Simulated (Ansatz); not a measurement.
AlTc$_{2}$ (MoSi2 or CaC2 type, I4/mmm), plane-wave PAW PBE (Ansatz code), all energies at zero smearing, with the estimated change up to a 700 eV cutoff added, with one set of potentials and settings (totals compare only within such a set). Cell of 3 atoms (1 Al, 2 Tc): -11334.795 eV.

```
element                reference phase  E (eV/atom)
-------  -----------------------------  -----------
Al          Fm-3m, 1 atoms in the cell    -537.5049
Tc       P6_3/mmc, 2 atoms in the cell   -5398.0458
```

Formation energy per atom, worked out: (-11334.795 − 1×(-537.5049) − 2×(-5398.0458))/3 = -0.400 eV/atom (-39 kJ per mol of atoms), at 0 K, without zero-point energy or fitted corrections.

The workflow started from a Materials Project entry (that database holds measured and hypothetical structures alike); the Crystallography Open Database copy checked does not list it. With Al and Tc taken as one species the cell has the higher symmetry Im-3m, so it may be an ordered model of a mixed-site phase. Its standing as an ambient phase is unchecked. The cell was relaxed with PBE under the symmetry of its start; of distortions, only those at the zone centre were tested. The run is not spin-polarised. The references are the lowest solids computed at this level, not always the standard phases.

Potentials: the later of the program's two PAW sets.
